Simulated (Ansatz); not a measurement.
## Compressing TlPd$_{3}$: a fit and a missing row

TlPd$_{3}$, I4/mmm, a = 4.130 Å, c = 7.550 Å. The structure is a COD entry; whether it is the stable form wasn't checked. Ansatz: PBEsol, PAW, 420 eV, Γ-centred 14×14×14 mesh on 4 atoms, Gaussian smearing 0.10 eV; no spin polarisation. Shape and atoms are relaxed at each volume; pressure is positive in compression.

| V (Å³/atom) | P (GPa) |
| --- | --- |
| 15.131 | ? |
| 15.614 | 5.47 |
| 16.096 | 0.00 |
| 16.579 | -4.49 |
| 17.062 | -8.18 |

Question: Take V0 = 16.096 Å³/atom, fit the third-order Birch–Murnaghan form to the other rows, and predict the missing pressure.

Answer: With the Eulerian strain f = ½[(V0/V)^(2/3) − 1] and y = P/[3f(1 + 2f)^(5/2)], the form is the line y = B0 + 1.5 B0 (B0′ − 4) f. Rows (f, y): 0.01024, 169.3; -0.00976, 161.1; -0.01906, 157.7. Means f = -0.006193, y = 162.70; Σ(Δf)² = 0.0004483, ΣΔfΔy = 0.1785; the slope is their ratio. y = 165.2 + 398.1 f GPa, so B0 = 165.2 GPa and B0′ = 4 + 2 × (398.1)/(3 × 165.2) = 5.61. At V = 15.131, f = 0.02104, y = 173.58 and P = 12.15 GPa. The run gave 12.11 GPa, so the fit is 0.04 GPa too high, a small miss on the scale of the series. The form still works here, 33 % of the fitted range beyond its end.

Spin–orbit coupling is left out, which can shift energies with elements as heavy as these.